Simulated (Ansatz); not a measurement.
# K3Ag2F7 — 41K nuclear quadrupole resonance

Cell: a measured structure from the Crystallography Open Database (COD), its atoms then relaxed with PBE in this cell.

```
CELL_PARAMETERS angstrom
3.17010 -10.40595 0.00000
3.17010 10.40595 0.00000
0.00000 0.00000 6.21340
ATOMIC_POSITIONS crystal
K 0.82045 0.17955 0.50000
K 0.17955 0.82045 0.50000
K 0.67955 0.32045 0.00000
K 0.32045 0.67955 0.00000
K 0.00000 0.00000 0.50000
K 0.50000 0.50000 0.00000
Ag 0.39929 0.60071 0.50000
Ag 0.60071 0.39929 0.50000
Ag 0.10071 0.89929 0.00000
Ag 0.89929 0.10071 0.00000
F 0.50000 0.50000 0.50000
F 0.00000 0.00000 0.00000
F 0.29739 0.70261 0.50000
F 0.70261 0.29739 0.50000
F 0.20261 0.79739 0.00000
F 0.79739 0.20261 0.00000
F 0.15979 0.35188 0.25582
F 0.84021 0.64812 0.25582
F 0.64812 0.84021 0.74418
F 0.35188 0.15979 0.74418
F 0.34021 0.14812 0.24418
F 0.65979 0.85188 0.24418
F 0.85188 0.65979 0.75582
F 0.14812 0.34021 0.75582
```

Sites (sets of like atoms) are named by element and the number of their first atom in this list.

The numbers come from a DFT calculation in Ansatz (r2SCAN, plane waves and PAW, scalar-relativistic, 500 eV cutoff, Γ-centred 6×6×6 k-points, Fermi–Dirac smearing 0.05 eV).

41K: I = 3/2, Q = 73.40 mb (year-2017 value). Static lattice, zero field.

Q: At which frequencies do the 41K NQR lines lie?

A: For I = 3/2 there is one line, ν = (|C_Q|/2)(1 + η²/3)^½.

| site | atoms | V_zz (10²¹ V/m²) | C_Q (MHz) | η | line frequencies (MHz) |
| --- | --- | --- | --- | --- | --- |
| K1 | 1, 2, 3, 4 | -2.21 | -3.92 | 0.05 | 1.96 |
| K5 | 5, 6 | 0.39 | 0.687 | 0.14 | 0.344 |

Q: And for K-39 (I = 3/2, Q = 60.30 mb) on K1?

A: C_Q scales with Q to -3.22 MHz, with lines at 1.61 MHz.

At K1 V_zz points along its bond to F (within 1°).

With no gap above 0.1 eV, as in a metal, the gradients converge slowly in k; expect changes of a tenth or more on a denser mesh.

The run took 5.1 min of wall time (10 min of CPU time) and 3.6 GiB at its peak, on 2 threads of Arm Neoverse V2 (aarch64; 32 cores open to the job, memory cap 5.0 GiB, no GPU), a shared host with a load of 0.6 a core.
